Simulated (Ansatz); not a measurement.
Total density of states per atom from r²SCAN (plane waves, PAW; program Ansatz), in 0.25 eV bins, energy from the Fermi level:

```
E (eV) | states/eV/atom
    -7.85 | ############# 0.35
    -7.60 | ############### 0.38
    -7.35 | ################ 0.42
    -7.10 | ################ 0.42
    -6.85 | ############### 0.40
    -6.60 | ############## 0.38
    -6.35 | ############# 0.35
    -6.10 | ############# 0.35
    -5.85 | ################# 0.45
    -5.60 | ################## 0.46
    -5.35 | ################### 0.48
    -5.10 | ########### 0.30
    -4.85 | #### 0.10
    -4.60 | # 0.04
    -4.35 | ##### 0.12
    -4.10 | ######## 0.20
    -3.85 | ########## 0.27
    -3.60 | ############# 0.35
    -3.35 | ################# 0.45
    -3.10 | ###################### 0.58
    -2.85 | ####################### 0.59
    -2.60 | ################### 0.49
    -2.35 | ################# 0.44
    -2.10 | ################# 0.44
    -1.85 | ################## 0.48
    -1.60 | ##################### 0.54
    -1.35 | ##################### 0.54
    -1.10 | ################## 0.46
    -0.85 | ################### 0.49
    -0.60 | ###################### 0.58
    -0.35 | #################### 0.53
    -0.10 | ################### 0.48
     0.15 | ##################### 0.54
     0.40 | ##################### 0.55
     0.65 | ################### 0.49
     0.90 | ################## 0.48
     1.15 | ################### 0.48
     1.40 | ##################### 0.54
     1.65 | ######################### 0.66
     1.90 | ###################### 0.58
     2.15 | ####################### 0.60
     2.40 | ######################## 0.62
     2.65 | ########################### 0.70
     2.90 | ########################### 0.70
     3.15 | ########################## 0.67
     3.40 | ######################### 0.66
     3.65 | ########################## 0.67
     3.90 | ######################### 0.66
     4.15 | ########################## 0.69
     4.40 | ############################## 0.78
     4.65 | ############################# 0.75
```

Problem. Pick the material that matches.
A. Zn, hcp (Mg type)
B. SnPt, P6/mmm (Pt on 3f, Sn on 1a, Sn on 2d)
C. Sn, hcp (Mg type)
D. Ti, hcp (Mg type)

Solution. C, Sn, hcp (Mg type). Within 0.5 eV of the Fermi level: Sn 5p 80 %, Sn 5s 17 %. Projections are on Löwdin-orthogonalised atomic valence shells; empty p or d shells of many metals are not among them.

Space group P6_3/mmc (hcp (Mg type)). The start of the workflow was typed in or built on a structure type; neither database checked (COD, Materials Project) lists it. It is not the phase usual at ambient conditions (space group No. 141). The cell keeps a stress of up to 0.2 GPa. The r²SCAN relaxation kept the symmetry of its start; its stability against distortions is not shown here. Spin–orbit coupling is left out wherever it is not named.

Potentials: the earlier of the program's two PAW sets.
